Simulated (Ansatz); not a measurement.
**Mechanical response of Sn (Fd-3m)**

```
CELL_PARAMETERS angstrom
0.00000 3.23701 3.23701
3.23701 0.00000 3.23701
3.23701 3.23701 0.00000
ATOMIC_POSITIONS crystal
Sn 0.50000 0.50000 0.50000
Sn 0.75000 0.75000 0.75000
```

Level of theory, where no other is named: LDA, all-electron LAPW in Ansatz 0.2.0, scalar-relativistic. k mesh 12×12×12, strains of ±0.008, Fermi-Dirac smearing of 0.050 eV, basis error target 0.5 meV/atom. The cell was relaxed by PAW under this functional. The structure is one entry of a database and needn't be the stable phase.

The cell is cubic and carries a residual pressure of 0.00 GPa at this level. Each strain component that symmetry leaves independent is applied at ±0.008, the ions relax wherever a strain frees them, and the stress (tension positive, GPa) is read. Shears are engineering strains, γ = 2ε.

```csv
strain,size,σxx,σyy,σzz,σyz,σxz,σxy
xx,-0.008,-0.5351,-0.2864,-0.2864,0.0000,0.0000,0.0000
xx,+0.008,0.5134,0.2630,0.2630,0.0000,0.0000,0.0000
yz,-0.008,-0.0035,-0.0035,-0.0035,-0.2124,0.0000,0.0000
yz,+0.008,-0.0035,-0.0035,-0.0035,0.2124,0.0000,0.0000
```

A central difference gives one constant, for example C11 ≈ (0.5134 − (-0.5351))/(0.016) = 65.5 GPa; the program then imposes the crystal's symmetry on the whole matrix.

(1) What are the independent elastic constants?

(2) Do they meet the Born conditions?

(3) What moduli does a random aggregate of grains have?

(4) With the density of 5.812 g/cm³, how fast does sound travel, and what Debye temperature follows?

(5) How far do the constants move if PAW replaces LAPW in the same cell?

Results:

(1) C11 = 65.5, C12 = 34.3, C44 = 26.5 GPa.

(2) C11 − C12 = 31.2, C11 + 2C12 = 134.2 and C44 = 26.5 GPa must all be positive, so the crystal is elastically stable; that says nothing yet of its phonons.

(3) B = (C11 + 2C12)/3 = 44.7 GPa. G_V = (C11 − C12 + 3C44)/5 = 22.2 and G_R = 5(C11 − C12)C44/(4C44 + 3(C11 − C12)) = 20.7, so G_H = 21.4 GPa. Then E = 9BG/(3B + G) = 55.5 GPa, ν = (3B − 2G)/(6B + 2G) = 0.293 and B/G = 2.09, on the ductile side of Pugh's 1.75 (a rule of thumb).

(4) 

```tsv
direction	slow (m/s)	middle (m/s)	fast (m/s)
[100]	2137	2137	3358
[110]	1638	2137	3628
[111]	1820	1820	3713
```

The mean of v⁻³ over directions and branches gives v_m = 2133 m/s and θ_D = (ħ/k_B) v_m (6π²n)^(1/3) = 196 K, n being atoms per volume. Young's modulus spans 42 to 66 GPa over directions, and the universal anisotropy index is 0.35.

(5) 

```csv
constant,LAPW (GPa),PAW (GPa),difference
C11,65.5,65.4,-0.1
C12,34.3,34.3,0.0
C44,26.5,26.5,0.0
```

Caveats: responses of metals move with mesh and smearing; the frozen-core PAW files of the compared runs were fitted under PBE, their cores solved anew for this functional.
